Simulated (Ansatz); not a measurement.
Given:

Starting cell, As (A7 type, space group R-3m):

```xyz
2
Lattice="1.8729 1.0813 3.2512 -1.8729 1.0813 3.2512 0.0000 -2.1626 3.2512" Properties=species:S:1:pos:R:3 pbc="T T T"
As     0.0000     0.0000     2.2703
As     0.0000     0.0000     7.4835
```

In this cell atom 2 (As, nearest neighbour As at 2.518 Å; its periodic images, 3.7 Å or more away, move with it) is moved by s along Cartesian z, unit vector (0.000, 0.000, 1.000); all other atoms and the cell stay fixed.

The numbers are results of PBEsol-D3(BJ) (plane waves to 420 eV, PAW, scalar-relativistic; Ansatz, a program for electronic structure), not measurements. k mesh 12×12×12 (Γ-centred), Fermi-Dirac smearing 0.05 eV. E stands for the smeared free energy. With partly filled bands, energies and forces of such displacements shift with the k mesh and the smearing. As was relaxed with its symmetry unable to fall. The PAW data are Ansatz's earlier set. The zero of ΔE is the undisplaced structure.

The scan covers s from -0.250 to 0.250 Å in 11 points.

**Question.** Is this a single well or a double well?

**Answer.** A single well with its minimum at or next to zero displacement.

**Question.** Is the energy the same for displacements of ±0.250 Å, and if not, which side lies higher?

**Answer.** Not even: the positive side lies higher at ±0.250 Å. With its periodic images moving along, the atom's site symmetry in this cell is 3m.

**Question.** What force acts on the atom along the line at s = -0.250 Å?

**Answer.** 0.504 eV/Å.

**Question.** What is the force constant k = d²E/ds² of this move at s = 0?

**Answer.** 7.29 eV/Å².

**Question.** With two atoms in the cell this is the zone-centre optical mode. What wavenumber follows?

**Answer.** 230 cm⁻¹.

(A displaced cell: forces are minus the slopes of the energy, force constants its curvatures, and phonons follow from these.)
